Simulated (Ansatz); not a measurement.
Input:

InCl₃:
```cif
data_Cl6In2
_chemical_formula_sum 'In2 Cl6'
_space_group_name_H-M_alt 'P63/mmc'
_space_group_IT_number 194
_space_group_name_Hall '-P 6c 2c'
_cell_length_a 9.44015
_cell_length_b 9.44015
_cell_length_c 3.41413
_cell_angle_alpha 90.000
_cell_angle_beta 90.000
_cell_angle_gamma 120.000
loop_
_atom_site_label
_atom_site_type_symbol
_atom_site_symmetry_multiplicity
_atom_site_Wyckoff_symbol
_atom_site_fract_x
_atom_site_fract_y
_atom_site_fract_z
_atom_site_occupancy
In1 In 2 d 0.66667 0.33333 0.25000 1
Cl1 Cl 6 h 0.21652 0.43304 0.25000 1
```

This is the r²SCAN-relaxed structure.

Problem. All from plane-wave PAW r²SCAN (Ansatz code), unless another level is named. Predict the formation energy from the elements (no fitted shifts).

Solution. -1.17 eV/atom.

Problem. What about the band gap?

Solution. 3.56 eV (indirect).

Problem. And the conduction-band minimum?

Solution. on the Γ–A line, 95 % of the way from Γ (2 equivalent valleys).

Space group P6_3/mmc. The workflow started from a Materials Project entry (that database holds measured and hypothetical structures alike); the Crystallography Open Database copy checked does not list it. COD files the formula under space group No. 12, so this cell is another polymorph or a model. Its standing as an ambient phase is unchecked. The r²SCAN relaxation kept the symmetry of its start; whether a distortion lowers the energy is not shown. A crystal of weakly bound chains computed without a dispersion correction: the cell and the soft elastic constants depend strongly on that. The references are the lowest solids computed at this level, not always the standard phases (solids in place of the gases). Scalar-relativistic: spin–orbit coupling is off unless named, which matters more the heavier the elements.

Potentials: the later of the program's two PAW sets.
